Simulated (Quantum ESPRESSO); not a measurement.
## Ru4In2ZrTa (input and log of a self-consistent run)

A calculation, not a measurement. The program is pw.x of Quantum ESPRESSO 7.5 (plane-wave density functional theory). The cell is made up: eight metal atoms on a hexagonal close-packed lattice, with elements, volume, strain and displacements drawn at random and not relaxed, so it may be unstable or far from any real phase. PseudoDojo standard norm-conserving files set the functional (PBE unless stated); there is no spin polarisation or spin-orbit coupling, the Fermi-Dirac width of 0.25 eV means electrons at about 2900 K, and the masses in the input are unused placeholders. Heavy elements are run without spin-orbit coupling, which real alloys of them have. A spin test at this wide smearing found no moment, but such smearing suppresses magnetism that the real alloy may have.

Input:

```
&control calculation='scf', pseudo_dir='./dojo.nc.sr.pbe.v0_5.standard.upf', outdir='./o', disk_io='medium', tprnfor=.true., tstress=.true. /
&system ibrav=0, nat=8, ntyp=4, nbnd=74, ecutwfc=84.00895049, nosym=.true., tot_charge=0,
 occupations='smearing', smearing='fd', degauss=0.0183746611
/
&electrons conv_thr=1.470e-08, electron_maxstep=70, mixing_beta=0.5 /
ATOMIC_SPECIES
In 1.0 In.upf
Ru 1.0 Ru.upf
Ta 1.0 Ta.upf
Zr 1.0 Zr.upf
CELL_PARAMETERS angstrom
0.0 0.0 4.8022
5.8889 -0.146 0.0
-3.0709 5.1729 0.0
ATOMIC_POSITIONS angstrom
Ru 0.07 -0.0609 -0.032
Ru -1.6127 2.619 0.0457
In 2.9943 -0.1006 -0.0302
Zr 1.3539 2.5469 -0.0536
Ta -0.0574 1.6563 2.3722
Ru -1.6244 4.279 2.4157
Ru 2.8515 1.647 2.4266
In 1.3688 4.307 2.4179
K_POINTS automatic
5 5 5 1 1 1
```

The log is shortened where brackets say so; the opening notice, blank lines, dates and the lines on written files are dropped, and the path of the files is cut. It prints rydbergs, bohrs and kilobars, and counts compression as positive stress. Its total energy is the free energy E - TS of the whole cell.

```
     Program PWSCF v.7.5
     Parallel version (MPI & OpenMP), running on       1 processor cores
     Number of MPI processes:                 1
     Threads/MPI process:                     1
     [start-up lines left out]
     bravais-lattice index     =            0
     lattice parameter (alat)  =       9.0748  a.u.
     unit-cell volume          =     972.6703 (a.u.)^3
     number of atoms/cell      =            8
     number of atomic types    =            4
     number of electrons       =       115.00
     number of Kohn-Sham states=           74
     kinetic-energy cutoff     =      84.0090  Ry
     charge density cutoff     =     336.0358  Ry
     scf convergence threshold =      1.5E-08
     mixing beta               =       0.5000
     number of iterations used =            8  plain     mixing
     Exchange-correlation= PBE
                           (   1   4   3   4   0   0   0)
     [axes and pseudopotential details left out]
   Cartesian axes
     site n.     atom                  positions (alat units)
         1        Ru     tau(   1) = (   0.0145767  -0.0126817  -0.0066636  )
         2        Ru     tau(   2) = (  -0.3358252   0.5453750   0.0095165  )
         3        In     tau(   3) = (   0.6235267  -0.0209487  -0.0062888  )
         4        Zr     tau(   4) = (   0.2819333   0.5303611  -0.0111616  )
         5        Ta     tau(   5) = (  -0.0119529   0.3449044   0.4939819  )
         6        Ru     tau(   6) = (  -0.3382616   0.8910499   0.5030403  )
         7        Ru     tau(   7) = (   0.5937903   0.3429678   0.5053101  )
         8        In     tau(   8) = (   0.2850360   0.8968806   0.5034984  )
     number of k points=    63  Fermi-Dirac smearing, width (Ry)=  0.0184
                       cart. coord. in units 2pi/alat
        k(    1) = (   0.0851007   0.1433540   0.1000000), wk =   0.0320000
        k(    2) = (   0.0897726   0.3317951   0.1000000), wk =   0.0320000
     [further k points left out]
     Dense  grid:   101197 G-vectors     FFT dimensions: (  54,  72,  72)
     Estimated max dynamical RAM per process >     187.77 MB
     Initial potential from superposition of free atoms
     starting charge     114.9858, renormalised to     115.0000
     Starting wfcs are   78 randomized atomic wfcs
     total cpu time spent up to now is       39.2 secs
     per-process dynamical memory:   105.1 Mb
     Self-consistent Calculation
     iteration #  1     ecut=    84.01 Ry     beta= 0.50
     Davidson diagonalization with overlap
     ethr =  1.00E-02,  avg # of iterations =  3.8
     total cpu time spent up to now is      148.2 secs
     total energy              =   -1304.71364776 Ry
     estimated scf accuracy    <       2.11858248 Ry
     iteration #  2     ecut=    84.01 Ry     beta= 0.50
     Davidson diagonalization with overlap
     ethr =  1.84E-03,  avg # of iterations =  3.4
     total cpu time spent up to now is      263.5 secs
     total energy              =   -1304.67702888 Ry
     estimated scf accuracy    <      16.15496679 Ry
     iteration #  3     ecut=    84.01 Ry     beta= 0.50
     Davidson diagonalization with overlap
     ethr =  1.84E-03,  avg # of iterations =  2.0
     total cpu time spent up to now is      376.6 secs
     total energy              =   -1305.79621216 Ry
     estimated scf accuracy    <       0.65994265 Ry
     iteration #  4     ecut=    84.01 Ry     beta= 0.50
     Davidson diagonalization with overlap
     ethr =  5.74E-04,  avg # of iterations =  2.3
     total cpu time spent up to now is      474.3 secs
     total energy              =   -1305.81085924 Ry
     estimated scf accuracy    <       0.55561980 Ry
     iteration #  5     ecut=    84.01 Ry     beta= 0.50
     Davidson diagonalization with overlap
     ethr =  4.83E-04,  avg # of iterations =  1.9
     total cpu time spent up to now is      597.4 secs
     total energy              =   -1305.85147682 Ry
     estimated scf accuracy    <       0.11710131 Ry
     [iterations 6 to 11 left out]
     iteration # 12     ecut=    84.01 Ry     beta= 0.50
     Davidson diagonalization with overlap
     ethr =  8.28E-08,  avg # of iterations =  1.0
     total cpu time spent up to now is     1244.8 secs
     total energy              =   -1305.86859688 Ry
     estimated scf accuracy    <       0.00000281 Ry
     iteration # 13     ecut=    84.01 Ry     beta= 0.50
     Davidson diagonalization with overlap
     ethr =  2.44E-09,  avg # of iterations =  4.3
     total cpu time spent up to now is     1377.3 secs
     total energy              =   -1305.86859744 Ry
     estimated scf accuracy    <       0.00000061 Ry
     iteration # 14     ecut=    84.01 Ry     beta= 0.50
     Davidson diagonalization with overlap
     ethr =  5.34E-10,  avg # of iterations =  2.1
     total cpu time spent up to now is     1471.4 secs
     total energy              =   -1305.86859751 Ry
     estimated scf accuracy    <       0.00000017 Ry
     iteration # 15     ecut=    84.01 Ry     beta= 0.50
     Davidson diagonalization with overlap
     ethr =  1.44E-10,  avg # of iterations =  2.0
     total cpu time spent up to now is     1565.6 secs
     total energy              =   -1305.86859753 Ry
     estimated scf accuracy    <       0.00000004 Ry
     iteration # 16     ecut=    84.01 Ry     beta= 0.50
     Davidson diagonalization with overlap
     ethr =  3.45E-11,  avg # of iterations =  1.8
     total cpu time spent up to now is     1651.1 secs
     End of self-consistent calculation
     [lines on levels left out]
!    total energy              =   -1305.86859753 Ry
     estimated scf accuracy    <          8.5E-09 Ry
     smearing contrib. (-TS)   =      -0.13189996 Ry
     internal energy E=F+TS    =   -1305.73669757 Ry
     The total energy is F=E-TS. E is the sum of the following terms:
     one-electron contribution =    -293.38703588 Ry
     hartree contribution      =     221.16022262 Ry
     xc contribution           =    -266.12332936 Ry
     ewald contribution        =    -967.38655495 Ry
     convergence has been achieved in  16 iterations
     Forces acting on atoms (cartesian axes, Ry/au):
     atom    1 type  2   force =    -0.01092615    0.01199339    0.00938612
     atom    2 type  2   force =     0.01893325    0.01199320   -0.00266486
     atom    3 type  1   force =    -0.04073503    0.04298513    0.01487885
     atom    4 type  4   force =     0.04524649   -0.04511751    0.01951602
     atom    5 type  3   force =    -0.01655124    0.00293371   -0.00390231
     atom    6 type  2   force =     0.00949400   -0.00233621   -0.00527382
     atom    7 type  2   force =    -0.01151076    0.00287222   -0.00933294
     atom    8 type  1   force =     0.00604944   -0.02532394   -0.02260707
     Total force =     0.104359     Total SCF correction =     0.000235
     Computing stress (Cartesian axis) and pressure
          total   stress  (Ry/bohr**3)                   (kbar)     P=      -83.01
  -0.00089118   0.00018622  -0.00001140         -131.10       27.39       -1.68
   0.00018622  -0.00038792  -0.00001399           27.39      -57.06       -2.06
  -0.00001140  -0.00001399  -0.00041368           -1.68       -2.06      -60.85
     init_run     :     36.59s CPU     39.03s WALL (       1 calls)
     electrons    :   1515.22s CPU   1612.61s WALL (       1 calls)
     forces       :     12.91s CPU     13.07s WALL (       1 calls)
     stress       :     51.77s CPU     52.15s WALL (       1 calls)
     [timing details left out]
     PWSCF        :  26m57.04s CPU  28m41.85s WALL
     JOB DONE.
```

In other units: free energy -17767.247 eV for the cell, pressure -8.30 GPa, largest force component 1.163 eV/Å in size. The run took 1724 s of wall time with one process on a shared machine (AMD EPYC, Zen 5, virtual cores), so the time is rough. A rerun of this cell at a higher cutoff and on a denser mesh moved values by no more than 0.003 eV in energy, 0.03 GPa in stress and 0.008 eV/Å in force, and a second program with other atomic files agreed on that cell to 2 % rms in force and 0.5 GPa in pressure.